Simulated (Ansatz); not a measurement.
InBi:
```xyz
2
Lattice="2.2371 1.2916 3.6517 -2.2371 1.2916 3.6517 0.0000 -2.5832 3.6517" Properties=species:S:1:pos:R:3 pbc="T T T"
In     0.0000     0.0000     0.0000
Bi     0.0000     0.0000     5.4776
```

This is the PBE-relaxed structure.

**Question.** All from PBE in the plane-wave PAW code Ansatz, unless another level is named. Give the density of states at the Fermi level.

**Answer.** 0.69 states/eV per atom (mean over ±0.08 eV).

**Question.** Give the formation energy from the elements (no fitted shifts).

**Answer.** 0.068 eV/atom.

Space group Fm-3m (rock salt). The cell is a constructed one: a structure type filled with these elements; neither database checked (COD, Materials Project) lists it. COD files the formula under space group No. 129, so this cell is another polymorph or a model. Whether it is the stable phase at ambient conditions was not checked. Symmetry was held in the PBE relaxation; its stability against distortions is not shown here. The references are the lowest solids computed at this level, not always the standard phases. Spin–orbit coupling is left out wherever it is not named.

Potentials: the later of the program's two PAW sets.
